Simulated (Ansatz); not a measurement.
Ti$_{2}$InC in space group P6_3/mmc (No. 194; Ti on 4f, In on 2d, C on 2a) at seven volumes, PBEsol (plane waves, PAW; program Ansatz), shape and atoms relaxed at each. One row is withheld.

| V (Å³/atom) | P (GPa) |
|---|---|
| 13.347 | 16.27 |
| 13.787 | 9.92 |
| 14.227 | ? |
| 14.667 | 0.00 |
| 15.107 | -3.83 |
| 15.547 | -7.02 |
| 15.987 | -9.66 |

Task: Fit the shown pressures and predict the withheld one.

Result: Third-order Birch–Murnaghan: P = (3/2)B₀(x^(7/2) − x^(5/2))[1 + (3/4)(B′ − 4)(x − 1)] with x = (V₀/V)^(2/3). Least squares on the six rows gives V₀ = 14.666 Å³/atom, B₀ = 137.9 GPa, B′ = 4.77. At V = 14.227, x = 1.0205 and P = 4.51 GPa. The run itself gave 4.55 GPa.

The workflow started from a Materials Project entry (that database holds measured and hypothetical structures alike); the Crystallography Open Database copy checked does not list it. Its standing as an ambient phase is unchecked. The PBEsol relaxation kept the symmetry of its start; whether a distortion lowers the energy is not shown. No spin polarisation was allowed.

Potentials: the later of the program's two PAW sets.
